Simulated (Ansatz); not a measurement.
## Ni: from a starting cell to a relaxed one

The start is a relaxed Ni cell, doubled along one cell vector, shaken by Gaussian noise of σ = 0.08 Å a coordinate. A full variable-cell relaxation at zero pressure is run with r2SCAN (plane waves to 500 eV, PAW, scalar-relativistic; Ansatz, a program for electronic structure). The first steps use a coarse 16×8×16 k-mesh.

The start:
```
Ni
1.0
    0.00000     1.73906     1.73906
    3.47813     0.00000     3.47813
    1.73906     1.73906     0.00000
Ni
2
Direct
  0.50128   0.24504   0.50537
  0.51220   0.72752   0.56518
```
Spin-polarised start, with parallel moments on Ni.

**Question.** What is the largest force in the starting geometry, and on which atom (counted from 1)?

**Answer.** 0.79 eV/Å, on Ni1, Ni2 (atoms numbered as listed).

**Question.** How much energy is released per atom?

**Answer.** 0.02 eV/atom.

**Question.** Is the parent structure recovered?

**Answer.** The parent structure is recovered, Fm-3m (No. 225).

**Question.** How do the shortest distances between atoms change?

**Answer.** The closest pairs of elements (up to four, under 3.6 Å), start → end: Ni–Ni 2.34 → 2.46 Å.

**Question.** Is the relaxed structure metallic? Give its gap.

**Answer.** No gap (metallic).

Relaxed structure:

Space group Fm-3m (No. 225); a = b = c = 3.4782 Å, α = β = γ = 90.00°

```json
[
 {"atom": "Ni", "site": "4b", "symmetry": "m-3m", "x": "0.5000", "y": "0.5000", "z": "0.5000"}
]
```
(The calculation used a cell of 1 atom; values per cell refer to that cell.)

Final values are on a 23×23×23 k-mesh of the relaxed cell. Spin state reached: ferromagnetic (net 0.74 μB/atom), from parallel starting moments; other spin orders were not run from this start. r2SCAN tends to overstate moments in metals.

The run could not lose the symmetry of its start.
